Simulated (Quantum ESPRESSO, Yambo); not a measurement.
Na2NiO2 (space group Cmc2_1, No. 36): one geometry, one set of norm-conserving PBEsol (Quantum ESPRESSO, 98 Ry, without SOC) orbitals, self-energies from Yambo (4×4×1 Γ-centred k mesh, bands 13 to 201 and a 7 Ry block in the screening, 201 bands in G with the Bruneval-Gonze terminator, plasmon pole fitted at 27.2 eV).

| level | gap (-0.5, -0.5, 0) → (0.25, -0.5, 0) (eV) | direct gap at (0.25, 0.25, 0) (eV) |
|---|---|---|
| PBEsol (Quantum ESPRESSO) | 0.61 | 1.01 |
| exchange only (Hartree-Fock self-energy on PBEsol orbitals) | [?] | [?] |
| static COHSEX@PBEsol | 3.01 | 3.58 |
| G0W0@PBEsol, plasmon pole | [?] | [?] |

### Question
Some entries are withheld; supply them.

### Answer

- exchange only (Hartree-Fock self-energy on PBEsol orbitals), gap (-0.5, -0.5, 0) → (0.25, -0.5, 0) (eV): 13.90
- exchange only (Hartree-Fock self-energy on PBEsol orbitals), direct gap at (0.25, 0.25, 0) (eV): 14.61
- G0W0@PBEsol, plasmon pole, gap (-0.5, -0.5, 0) → (0.25, -0.5, 0) (eV): 2.23
- G0W0@PBEsol, plasmon pole, direct gap at (0.25, 0.25, 0) (eV): 2.70

Bare exchange has no screening and gives the widest gap; static COHSEX screens it but leaves out the frequency dependence, which G0W0 restores. All rows use the PBEsol edge points; in the exchange only run other k points give a smaller gap, 13.66 eV.

Nearest settings tried, and what they do to the gap: 3 Ry block (89 vectors against 259): +612 meV. Not varied: bands in G, bands in W, mesh. So the settings aren't converged at that level.

Geometry of the Materials Project entry, not relaxed at this level; primitive cell a = b = 5.305 Å, c = 8.301 Å, α = β = 90.00°, γ = 148.67°.

The runs are not spin-polarised; magnetic order was not tried.
